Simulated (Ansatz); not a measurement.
V₂SiN:
```yaml
crystal:
  lattice:
    - [2.89278, 0.00000, 0.00000]
    - [-1.44639, 2.50522, 0.00000]
    - [0.00000, 0.00000, 12.00839]
  atoms:
    - { symbol: V, position: [0.66667, 0.33333, 0.58936] }
    - { symbol: V, position: [0.33333, 0.66667, 0.41064] }
    - { symbol: V, position: [0.33333, 0.66667, 0.08936] }
    - { symbol: V, position: [0.66667, 0.33333, 0.91064] }
    - { symbol: Si, position: [0.66667, 0.33333, 0.25000] }
    - { symbol: Si, position: [0.33333, 0.66667, 0.75000] }
    - { symbol: N, position: [0.00000, 0.00000, 0.50000] }
    - { symbol: N, position: [0.00000, 0.00000, 0.00000] }
```

Relaxed with PBEsol. Special points in fractions of this cell's reciprocal vectors: Γ (0.000, 0.000, 0.000); M (0.500, 0.000, 0.000); K (0.333, 0.333, 0.000); A (0.000, 0.000, 0.500); L (0.500, 0.000, 0.500); H (0.333, 0.333, 0.500).

Question: List the band energies nearest the Fermi level at these points for the program Ansatz at the PBEsol level (PAW).

Answer: In eV from the Fermi level; about four levels below and three above (degenerate sets whole), none deeper than 8.9 eV; points with the same levels are listed once.

```csv
k,below,above
Γ,-0.89 -0.89 -0.80 -0.07 -0.07,0.10 0.10 0.87 0.87
M,-3.43 -3.26 -3.07 -2.90,0.03 0.35 0.64
K,-1.96 -0.83 -0.14 -0.14,0.37 0.37 0.93
A,-0.92 -0.92 -0.92 -0.92,0.01 0.01 0.01 0.01
L,-3.35 -3.35 -2.97 -2.97,0.25 0.25 0.51 0.51
H,-1.44 -1.44 -0.29 -0.29,0.74 0.74 0.96 0.96
```

Space group P6_3/mmc. The start of the workflow was typed in or built on a structure type; neither database checked (COD, Materials Project) lists it. Whether it is the stable phase at ambient conditions was not checked. The cell was relaxed with PBEsol under the symmetry of its start; its stability against distortions is not shown here. The workflow began spin-polarised and lost its moments.

Potentials: the later of the program's two PAW sets.
